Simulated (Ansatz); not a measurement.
A scan (energy against volume; even scaling of the relaxed cell, symmetry kept) gave these values. All values below come from PBE (plane waves to 420 eV, PAW, scalar-relativistic; Ansatz, a quantum-chemistry and plane-wave program).

| Quantity | Result |
|---|---|
| Bulk modulus B₀ (third-order Birch-Murnaghan fit) | 111 GPa |
| Pressure derivative B₀′ (fit) | 2.9 |
| Equilibrium volume of the fit | 10.95 Å³/atom |

Task: Of these crystals, all scanned alike, which one is it?
(A) MnO (rock salt)
(B) Cs (bcc, W type)
(C) FeO (rock salt)
(D) LiF (rock salt)

Result: A, MnO (rock salt). The others have, for the bulk modulus: Cs 2.0 GPa, LiF 67.3 GPa, FeO 184 GPa

All were relaxed with their symmetry unable to fall. FeO is run spin-polarised and with no Hubbard U; the real compound is an antiferromagnetic insulator, a state that this run doesn't describe. MnO is run spin-polarised and with no Hubbard U; the real compound is an antiferromagnetic insulator, a state that this run doesn't describe. Relaxed FeO ends ferromagnetic. Relaxed MnO ends ferromagnetic. Other magnetic orders were not checked, so this need not be the ground state. (This holds for the magnetic or f-shell members.)

(A scan under strain: stresses follow from slopes of the energy per volume, elastic moduli from its curvatures.)
